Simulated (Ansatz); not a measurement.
Molecular dynamics on a 2×2×2 supercell (16 atoms) of LuSb (rocksalt), relaxed with r2SCAN. Forces come from r2SCAN in the plane-wave code Ansatz: constant energy and volume (NVE), velocities drawn at 800 K, steps of 2 fs. Spin polarisation is off, nuclei are classical, and the run is far too short for thermal averages.

```yaml
crystal:
  lattice:
    - [0.0, 6.0788457363, 6.0788457363]
    - [6.0788457363, 0.0, 6.0788457363]
    - [6.0788457363, 6.0788457363, 0.0]
  atoms:
    - { symbol: Lu, position: [0.0, 0.0, 0.0] }
    - { symbol: Sb, position: [0.25, 0.25, 0.25] }
    - { symbol: Lu, position: [0.0, 0.0, 0.5] }
    - { symbol: Sb, position: [0.25, 0.25, 0.75] }
    - { symbol: Lu, position: [0.0, 0.5, 0.0] }
    - { symbol: Sb, position: [0.25, 0.75, 0.25] }
    - { symbol: Lu, position: [0.0, 0.5, 0.5] }
    - { symbol: Sb, position: [0.25, 0.75, 0.75] }
    - { symbol: Lu, position: [0.5, 0.0, 0.0] }
    - { symbol: Sb, position: [0.75, 0.25, 0.25] }
    - { symbol: Lu, position: [0.5, 0.0, 0.5] }
    - { symbol: Sb, position: [0.75, 0.25, 0.75] }
    - { symbol: Lu, position: [0.5, 0.5, 0.0] }
    - { symbol: Sb, position: [0.75, 0.75, 0.25] }
    - { symbol: Lu, position: [0.5, 0.5, 0.5] }
    - { symbol: Sb, position: [0.75, 0.75, 0.75] }
kpoints:
  mp_grid: { grid: [2, 2, 2] }
hamiltonian:
  xc: r2scan
scf:
  occupations: { method: fermi_dirac, width: 0.069 }
md:
  ensemble: nve
  temperature: 800
  timestep: 2.0
  n_steps: 40
  initial_velocities: maxwell_boltzmann
  seed: 9622
```

Run as `ansatz run input.yaml --threads 4 --pin off --max-ram 3686MiB --backend cpu --events-out ev --progress --plain --runs-dir out`. It ended after 7.6 min on 4 threads of Arm Neoverse V2, on a shared host; peak host memory 3.1 GiB.

```csv
step,t (fs),T (K),free energy F from step 0 (meV/atom),kinetic energy (meV/atom),largest force (eV/Å)
0,0,800,0.0,96.9,0.00
1,2,798,0.2,96.8,0.12
2,4,794,0.7,96.2,0.24
3,6,786,1.7,95.3,0.36
4,8,776,2.9,94.0,0.48
5,10,763,4.5,92.4,0.60
6,12,747,6.5,90.5,0.71
7,14,728,8.7,88.2,0.82
8,16,707,11.2,85.7,0.94
9,18,684,14.0,82.9,1.04
10,20,659,17.1,79.9,1.15
11,22,632,20.3,76.6,1.25
12,24,604,23.7,73.2,1.35
13,26,575,27.3,69.7,1.45
14,28,545,30.9,66.0,1.54
15,30,514,34.7,62.3,1.63
16,32,483,38.4,58.5,1.72
17,34,452,42.2,54.8,1.80
18,36,421,45.9,51.1,1.87
19,38,391,49.5,47.4,1.94
20,40,363,53.0,43.9,2.01
21,42,335,56.4,40.6,2.07
22,44,309,59.5,37.4,2.12
23,46,285,62.5,34.5,2.16
24,48,263,65.2,31.8,2.20
```

The temperature goes from 800 K to 263 K in 48 fs. The atoms start on their lattice sites with kinetic energy alone, so much of it first passes into potential energy. The conserved energy stays within 0.04 meV an atom. By the last step the atoms have moved 0.15 Å in the root mean square, the drift of the whole cell taken out, 0.35 Å at most. The job's limit cut the run after 24 of 40 steps.

Positions (Å) and forces (eV/Å) at step 24:
```
Lu  -0.076  -0.020   0.082     0.324  -0.400  -0.759
Sb   3.064   3.181   3.018    -0.323  -0.659   0.302
Lu   2.972   3.024   0.028    -0.015  -0.448  -0.246
Sb   6.168   6.096   2.975    -0.054  -0.055   0.699
Lu   3.152  -0.024   3.010    -0.279   0.170  -0.037
Sb   6.046   2.907   6.184     0.024   0.815  -0.529
Lu   6.080   2.997   3.103     0.068   0.187   0.839
Sb   9.030   5.932   6.070     0.561   0.981  -0.427
Lu  -0.051   3.044   3.049     0.601  -0.003   0.578
Sb   3.102   6.072   5.985    -0.460   0.005   0.390
Lu   3.047   6.251   2.983     0.229  -1.538   0.235
Sb   5.907   9.129   6.385     0.910  -0.092  -2.003
Lu   3.064   3.092   6.024    -0.450  -0.349  -0.227
Sb   6.159   6.084   9.039    -0.379  -0.191   0.570
Lu   6.115   6.103   6.022    -0.346  -0.145  -0.058
Sb   9.170   9.011   8.994    -0.409   1.722   0.673
```
